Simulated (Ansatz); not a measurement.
NiGe:
```cif
data_Ge4Ni4
_chemical_formula_sum 'Ni4 Ge4'
_space_group_name_H-M_alt 'Pnma'
_space_group_IT_number 62
_space_group_name_Hall '-P 2ac 2n'
_cell_length_a 5.28395
_cell_length_b 3.46777
_cell_length_c 5.72049
_cell_angle_alpha 90.000
_cell_angle_beta 90.000
_cell_angle_gamma 90.000
loop_
_atom_site_label
_atom_site_type_symbol
_atom_site_symmetry_multiplicity
_atom_site_Wyckoff_symbol
_atom_site_fract_x
_atom_site_fract_y
_atom_site_fract_z
_atom_site_occupancy
Ni1 Ni 4 c 0.00732 0.25000 0.81066 1
Ge1 Ge 4 c 0.18867 0.25000 0.40980 1
```

Relaxed at zero pressure with PBEsol in the plane-wave PAW code Ansatz.

Problem. The volume is lowered by 3 % and shape and atoms relax at that volume. What pressure results, and how do the axes share the change?

Solution. 5.0 GPa; a -0.8 %, b -0.8 %, c -1.5 %; the energy rises by 6 meV/atom.

Problem. Give the new structure.

Solution. 
Space group Pnma (No. 62); a = 5.241 Å, b = 3.441 Å, c = 5.637 Å, α = β = γ = 90.00°

```json
[
 {"atom": "Ni", "site": "4c", "symmetry": ".m.", "x": "0.0088", "y": "0.2500", "z": "0.8126"},
 {"atom": "Ge", "site": "4c", "symmetry": ".m.", "x": "0.1866", "y": "0.2500", "z": "0.4087"}
]
```

The phase is kept; no other phase was compared at this pressure.

The PBEsol relaxation kept the symmetry of its start; of distortions, only those at the zone centre were tested. The run is not spin-polarised.

Potentials: the later of the program's two PAW sets.
